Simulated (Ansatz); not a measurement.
HfN: from a starting cell to a relaxed one

The start is a relaxed HfN cell, doubled along one cell vector, shaken by Gaussian noise of σ = 0.08 Å a coordinate. Cell shape, volume and atoms are optimised at zero target pressure with r2SCAN (plane waves to 500 eV, PAW, scalar-relativistic; Ansatz, a program for electronic structure). The first steps use a coarse 3×6×6 k-mesh.

The start:
```
HfN
1.0
    4.04876    -9.62745     0.00000
    2.02438     4.81372     0.00000
    0.00000     0.00000     3.74251
Hf N
4 4
Cartesian
  2.05957  -3.31852   0.87375
  4.11641  -8.11483   0.85421
  2.10040   3.15468   2.82008
  3.91959  -1.53681   2.86070
  1.97206   2.15016   1.05695
  4.07031  -2.57511   0.91770
  2.12963  -2.17735   2.82273
  4.06806  -7.12537   2.86390
```

**Question.** By how much does the energy per atom fall from start to end?

**Answer.** 0.21 eV/atom.

**Question.** How does the volume change?

**Answer.** +2.9 %, from 18.24 to 18.76 Å³/atom.

**Question.** Does it find its way back to the structure it was made from?

**Answer.** It does not go back: it reaches I4/mmm (No. 139), 0.08 eV/atom below the parent.

**Question.** How do the shortest distances between atoms change?

**Answer.** The closest pairs of elements (up to four, under 3.6 Å), start → end: Hf–N 1.90 → 2.12 Å; N–N 2.68 → 2.85 Å; Hf–Hf 3.12 → 3.15 Å.

**Question.** What band gap does the relaxed structure have at this level?

**Answer.** 0.33 eV, indirect (valence top at P, conduction bottom at Γ) (no spin-orbit coupling).

**Question.** What does it relax into? Give the structure.

**Answer.** 
Space group I4/mmm (No. 139); a = b = 4.0255 Å, c = 9.2617 Å, α = β = γ = 90.00°

```json
[
 {"atom": "Hf", "site": "4e", "symmetry": "4mm", "x": "0.0000", "y": "0.0000", "z": "0.1767"},
 {"atom": "N", "site": "4d", "symmetry": "-4m2", "x": "0.0000", "y": "0.5000", "z": "0.2500"}
]
```
(The calculation used a cell of 4 atoms; values per cell refer to that cell.)

Final values are on a 12×12×12 k-mesh of the relaxed cell. No spin polarisation in the result.

The relaxed structure here is a generated cell of HfN: the first start was made by placing the elements on the sites of a structure type, and the end was not matched to a known phase here, so it may be hypothetical. Known forms of HfN include space group No. 225.
